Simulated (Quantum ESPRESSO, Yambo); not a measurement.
At a photon energy of 12.75 eV, RPA with local fields on PBEsol bands shifted by a G0W0 scissor of 3.78 eV (Quantum ESPRESSO and Yambo; 4×4×2 mesh, 141 bands, 3 Ry local-field block, 0.2 eV broadening) gives ε = 2.54 + 0.43i for CO$_{2}$ (space group P4_12_12, No. 92), field along x. Axes are Cartesian, with cell vectors (Å) (5.07, 0.00, 0.00), (0.00, 5.07, 0.00), (0.00, 0.00, 7.23).

**Question.** Work out n, κ, the normal-incidence reflectivity, the absorption coefficient and the penetration depth.

**Answer.** 
|ε| = 2.58; n = √((|ε| + ε1)/2) = 1.60, κ = √((|ε| − ε1)/2) = 0.13. R = ((n − 1)² + κ²)/((n + 1)² + κ²) = 0.06. α = 2Eκ/(ħc) with ħc = 197.327 eV nm: 0.0174 per nm = 1.7 × 10⁵ per cm, a 1/e depth of 58 nm. The computed direct gap is 10.22 eV, and the energy scale of the real crystal may differ from it. Excitonic effects are left out, and values at one energy depend on mesh and broadening. The scissor comes from a G0W0 run whose convergence isn't established. Convergence of the RPA response with its 4×4×2 mesh was not tested.

Geometry of the Materials Project entry, not relaxed at this level; primitive cell a = b = 5.0693 Å, c = 7.2320 Å, α = β = γ = 90.00°.

The structure is a Materials Project entry; no match was found in the copy of COD used, and its stability was not checked.

The distance between layers or molecules is the database entry's, not relaxed here. Functionals without dispersion can leave it too large, which widens gaps and weakens the response across layers: the numbers belong to this cell.
